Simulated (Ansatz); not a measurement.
Polymorphs of ZrTa, each relaxed with the program Ansatz at the r²SCAN level (PAW):

A: Pmma
a = 4.6567 Å, b = 3.5698 Å, c = 4.9709 Å, α = 90.00°, β = 90.00°, γ = 90.00°

```csv
atom,site,symmetry,x,y,z
Ta,2e,mm2,0.7500,0.0000,0.1871
Zr,2f,mm2,0.2500,0.5000,0.2787
```

B: Cmcm
a = 2.9530 Å, b = 11.4381 Å, c = 4.8932 Å, α = 90.00°, β = 90.00°, γ = 90.00°

```json
[
 {"atom": "Zr", "site": "4c", "symmetry": "m2m", "x": "0.0000", "y": "0.3214", "z": "0.2500"},
 {"atom": "Ta", "site": "4c", "symmetry": "m2m", "x": "0.0000", "y": "0.0648", "z": "0.2500"}
]
```

Task: Put the candidates in order of energy per atom at 0 K, lowest first, for r²SCAN.

Result: A (+0 meV/atom), B (+29 meV/atom)

Typed or built starts, not in the databases checked: A; B. All cells were relaxed under the symmetry of their starts (and spin orders); stability against distortions was not tested throughout. Rows with no word on spin ran without spin polarisation. Scalar-relativistic: spin–orbit coupling is off unless named, which matters more the heavier the elements.

Energies hold the estimated change up to a 700 eV cutoff; steps of a few meV lie near the error of the meshes.

Potentials: the earlier of the program's two PAW sets.
